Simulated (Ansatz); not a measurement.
The relaxed structure here is a generated cell of Bi2Te3: the first start was made by placing the elements on the sites of a structure type, and the end was not matched to a known phase here, so it may be hypothetical. Known forms of Bi2Te3 include space group No. 166.

One stationary structure of Bi$_{2}$Te$_{3}$. Space group P-3m1 (No. 164). Computed with r2SCAN (plane waves to 500 eV, PAW, scalar-relativistic; Ansatz, a quantum-chemistry and plane-wave program).

```cif
data_Bi2Te3
_chemical_formula_sum 'Bi2 Te3'
_space_group_name_H-M_alt 'P 1'
_space_group_IT_number 1
_cell_length_a 4.40894
_cell_length_b 4.40894
_cell_length_c 11.01759
_cell_angle_alpha 90.000
_cell_angle_beta 90.000
_cell_angle_gamma 120.000
loop_
_space_group_symop_operation_xyz
  'x, y, z'
loop_
_atom_site_label
_atom_site_type_symbol
_atom_site_fract_x
_atom_site_fract_y
_atom_site_fract_z
_atom_site_occupancy
Bi1 Bi 0.33333 0.66667 0.18679 1
Bi2 Bi 0.66667 0.33333 0.81321 1
Te1 Te 0.00000 0.00000 0.00000 1
Te2 Te 0.33333 0.66667 0.65808 1
Te3 Te 0.66667 0.33333 0.34192 1
```

```json
{
 "volume_per_atom": "37.10 Å³",
 "band_gap": "1.02 eV, direct at Γ (no spin-orbit coupling)",
 "shortest_distances": "Bi–Te 3.07 Å",
 "k-mesh": "9×9×3"
}
```

Band energies at high-symmetry points (eV from the VBM; labels of this space group; no spin-orbit coupling), from −5 eV up to 4.3 eV:

```csv
point,energies
Γ,-1.76 -1.59 -1.40 -1.40 -1.24 -1.24 -0.55 -0.55 0.00 1.02 1.48 1.48 2.44 2.48 2.48
M,-4.72 -3.25 -3.10 -2.94 -2.22 -2.15 -1.48 -0.87 -0.68 1.39 2.41 2.84 3.32 3.65 3.93
K,-4.29 -3.91 -3.91 -3.39 -2.27 -2.27 -1.22 -0.92 -0.92 1.68 2.94 2.94 4.30
A,-2.19 -1.45 -1.45 -1.13 -1.13 -1.02 -0.62 -0.62 -0.26 1.14 1.51 1.51 2.41 2.47 2.47
L,-4.59 -3.56 -3.27 -2.88 -2.35 -1.80 -1.26 -0.75 -0.71 1.52 2.06 2.15 3.33 4.01
H,-4.36 -3.73 -3.73 -3.20 -2.78 -2.78 -1.51 -0.31 -0.31 2.31 2.31 2.36 3.53
```

No spin polarisation in the result. Spin-orbit coupling is missing; with elements this heavy it can move band edges by tenths of an eV or more.

The run could not lose the symmetry of its start; a randomly shaken copy of 10 atoms returns to this structure.
